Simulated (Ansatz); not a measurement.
# SrTiO$_{3}$ (Pm-3m): G0W0 and the choice of datasets

```yaml
crystal:
  lattice:
    - [3.90500, 0.00000, 0.00000]
    - [0.00000, 3.90500, 0.00000]
    - [0.00000, 0.00000, 3.90500]
  atoms:
    - { symbol: Sr, position: [0.00000, 0.00000, 0.00000] }
    - { symbol: Ti, position: [0.50000, 0.50000, 0.50000] }
    - { symbol: O, position: [0.50000, 0.50000, 0.00000] }
    - { symbol: O, position: [0.50000, 0.00000, 0.50000] }
    - { symbol: O, position: [0.00000, 0.50000, 0.50000] }
```

Held fixed (Ansatz):

```json
{
  "orbitals": "PBE",
  "k mesh": "4×4×4",
  "empty bands": "580",
  "response cutoff": "180 eV",
  "frequencies": "plasmon pole, fitted at the program's default frequency",
  "q → 0 term": "analytic weight of Carrier, Rohra and Görling",
  "points solved": "Γ, R",
  "band sums": "cut at the band count",
  "spin-orbit coupling": "off"
}
```

The gap is read from R to Γ, linearised, between the Kohn-Sham band edges among the points solved. The direct gap is read between the top filled and lowest empty Kohn-Sham band at Γ. ε∞ is the electronic dielectric constant on this mesh.

```csv
"datasets, wave cutoff",KS gap (eV),G0W0 gap (eV),direct at Γ (eV),ε∞
"hard PAW, 700 eV",1.86,3.39,3.75,6.5
"hand-made PAW, 930 eV",1.86,3.39,3.75,6.5
"soft PAW (1st gen.), 420 eV",1.87,?,?,?
"norm-conserving, 1240 eV",1.87,3.37,3.73,6.5
```

Q: Fill in the row for soft PAW (1st gen.), 420 eV.

A: G0W0 gap 3.40 eV, direct at Γ 3.75 eV, ε∞ 6.5.

Soft PAW datasets can miss an all-electron G0W0 gap by more than 5 %. With norm-conserving pseudopotentials the core–valence exchange is only approximate, which can shift gaps by tenths of an eV and RPA lattice constants by most of a per cent. The mesh is coarse, so these are values at the stated settings, not converged ones. Band sums or response are cut, so the gap isn't at its basis limit. The gap is read among the points solved; the crystal's band edges can lie elsewhere. Meshes this coarse can overestimate the dielectric constant by a tenth and more.
